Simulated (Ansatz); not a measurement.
The elements of this relaxed trial crystal are hidden behind letters.

```
lattice vectors (Å)
  10.0448    0.0000    0.0000
  -5.0224    8.6991    0.0000
   0.0000    0.0000    3.8739
fractional positions
X 0.8195 0.2167 0.7500
X 0.6028 0.8195 0.2500
X 0.2167 0.3972 0.2500
X 0.7833 0.6028 0.7500
X 0.3972 0.1805 0.7500
X 0.1805 0.7833 0.2500
Z 0.6667 0.3333 0.7500
Z 0.3333 0.6667 0.2500
Z 0.6059 0.9610 0.7500
Z 0.6448 0.6059 0.2500
Z 0.9610 0.3552 0.2500
Z 0.0390 0.6448 0.7500
Z 0.3941 0.0390 0.2500
Z 0.3552 0.3941 0.7500
```

Theory: DFT PBE, scalar-relativistic, plane waves, PAW (Ansatz). Settings of the last relaxation (14-atom cell): 420 eV, 6×6×10 k points, Gaussian smearing of 0.10 eV, no spin polarisation.

- Space group: P6_3/m (No. 176)
- Conventional cell: a = 10.045 Å, c = 3.874 Å
- Volume per atom: 24.18 Å³
- Density: 3.35 g/cm³
- Formation energy: +0.23 eV/atom
- Gap on the 6×6×10 mesh of the 14-atom cell: 0 eV (the bands meet within 0.015 eV)

Energies are uncorrected and count from the elements' standard states at the same level.

Question: X is a p-block element of period 4 and Z is a p-block element of period 3. Which elements are they?

Answer: X = Ge, Z = P, so the formula is Ge3P4. Density times volume gives a mean mass of 3.35 × 24.18/1.6605 = 48.8 u per atom, and this set has 48.8 u. Among the elements that the hints allow, noble gases aside, only these give it. Ge is surrounded by 4 P at 2.35–2.39 Å; around P on a site of symmetry -6 lie 3 Ge at 2.35 Å; P on a site of symmetry m is surrounded by 3 Ge at 2.38–2.39 Å.

The zero gap may come from the functional, which often closes small gaps. Symmetry constrained the relaxation, so the result can be a saddle point.
